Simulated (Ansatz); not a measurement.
Below is a relaxed structure of NiPt5. The cell was found from a structure generator's guess, not taken from experiment.

Method: DFT PBE, scalar-relativistic, plane waves, PAW (Ansatz). Cutoff 420 eV, Γ-centred mesh, Gaussian smearing, collinear spin.

```
CELL_PARAMETERS angstrom
2.77681 0.00000 0.00000
0.00000 2.77681 0.00000
0.00000 0.00000 11.58957
ATOMIC_POSITIONS crystal
Ni 0.00000 0.00000 0.00000
Pt 0.00000 0.00000 0.67438
Pt 0.00000 0.00000 0.32562
Pt 0.50000 0.50000 0.50000
Pt 0.50000 0.50000 0.85034
Pt 0.50000 0.50000 0.14966
```

The zero of energy is the elements' standard structures at the same level; no fitted shifts are applied.

**Question.** What space group does it have?

**Answer.** P4/mmm (No. 123), with Ni and Pt ordered on fcc sites. Conventional cell: a = 2.777 Å, c = 11.590 Å. Ni has 8 Pt at 2.62 Å and 4 Ni at 2.78 Å; Pt on a site of symmetry 4mm has 12 Pt at 2.78–2.83 Å; around Pt on a site of symmetry 4/mmm lie 12 Pt at 2.78–2.82 Å; around Pt on a second site of symmetry 4mm lie 4 Ni at 2.62 Å and 8 Pt at 2.78–2.83 Å.

**Question.** How far does it lie from the elements in energy?

**Answer.** −0.03 eV/atom. Whether it is stable depends on the other phases of the system, which aren't compared here.

**Question.** Is it a metal?

**Answer.** Yes, bands cross the Fermi level on the 14×14×4 mesh.

**Question.** Which magnetic moments does it keep?

**Answer.** 0.25 μB per atom net, the space between the atoms included; by site: Ni 0.8; Pt 0.3 (×2) μB.

The last run used collinear spin, a 14×14×4 mesh (in the run's order of axes) for its 6-atom cell and Gaussian smearing of 0.10 eV. For metals, differences of a few meV/atom aren't resolved. These runs have no spin–orbit coupling, which can matter for Pt. The magnetic state reached may not be the lowest. Symmetry constrained the relaxation, so the result can be a saddle point.
